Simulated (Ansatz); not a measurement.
# Bands of Zr

```
CELL_PARAMETERS angstrom
3.23200 0.00000 0.00000
-1.61600 2.79899 0.00000
0.00000 0.00000 5.14700
ATOMIC_POSITIONS crystal
Zr 0.33333 0.66667 0.25000
Zr 0.66667 0.33333 0.75000
```

Atoms are numbered in the order listed.

The geometry is COD entry 9008523, unchecked; take it as a test cell.

The calculation used Ansatz 0.2.0, DFT, PBEsol, all-electron LAPW, scalar-relativistic.

The runs use a Γ-centred 13×13×7 k mesh, Fermi–Dirac smearing of 0.08 eV, basis error target 1 meV/atom, no spin polarisation.

Points in fractions of the reciprocal vectors of this cell: Γ (0, 0, 0), M (0.5, 0, 0), K (0.333, 0.333, 0), A (0, 0, 0.5), L (0.5, 0, 0.5), H (0.333, 0.333, 0.5). The path joins them by straight lines in the order Γ–M–K–Γ–A–L–H–A–L; legs that retrace an earlier one aren't tabulated. Energies are in eV from the Fermi level.

(1) Is there a gap?

(2) List the levels between -14 and 0.5 eV at the symmetry points.

Answers

(1) none: bands cross the Fermi level, a metal.

(2) 
Γ: -5.66, -3.03
M: -2.56, -2.51, -2.13, -0.20
K: -2.09, -1.34 (×2), -1.12, 0.27 (×2)
A: -3.95 (×2), 0.06 (×2)
L: -2.86 (×2), -1.05 (×2)
H: -1.44 (×2), -1.26 (×2), -0.01 (×2)
